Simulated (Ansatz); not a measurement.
Data:

Starting cell, MoS₂ (2H-MoS2 type, space group P6_3/mmc):

```
MoS2
1.0
    3.14937     0.00000     0.00000
   -1.57469     2.72744     0.00000
    0.00000     0.00000    12.09029
Mo S
2 4
Direct
  0.33333   0.66667   0.25000
  0.66667   0.33333   0.75000
  0.33333   0.66667   0.62049
  0.66667   0.33333   0.12049
  0.66667   0.33333   0.37951
  0.33333   0.66667   0.87951
```

Scan: atom 6 (S, nearest neighbour Mo at 2.400 Å; its periodic images, 3.1 Å or more away, move with it) is displaced along Cartesian [111], direction (0.577, 0.577, 0.577) in Cartesian axes, by s. The other atoms stay.

Method: PBE-D3(BJ) (plane waves to 420 eV, PAW, scalar-relativistic; Ansatz, an electronic-structure program). k mesh 10×10×3 (Γ-centred), Fermi-Dirac smearing 0.05 eV. E stands for the smeared free energy. Left out: 2 of 11 points, with atoms too close for the PAW data. MoS2 is run without spin polarisation. MoS2 was relaxed with its symmetry unable to fall. ΔE is measured from the undisplaced structure.

The scan covers s from -0.432 to 0.720 Å in 9 points.

### Question
Is the energy the same for displacements of ±0.432 Å, and if not, which side lies higher?

### Answer
Not even: the negative side lies higher at ±0.432 Å. With its periodic images moving along, the atom's site symmetry in this cell is 3m..

### Question
What is the energy change at s = 0.720 Å?

### Answer
1576 meV/cell.

### Question
What force acts on the atom along the line at s = -0.432 Å?

### Answer
10.8 eV/Å.

### Question
What is the force constant k = d²E/ds² of this move at s = 0?

### Answer
12.4 eV/Å².

(For displaced atoms, the force is minus the slope of the energy, and its curvature is a force constant, which sets phonon frequencies.)
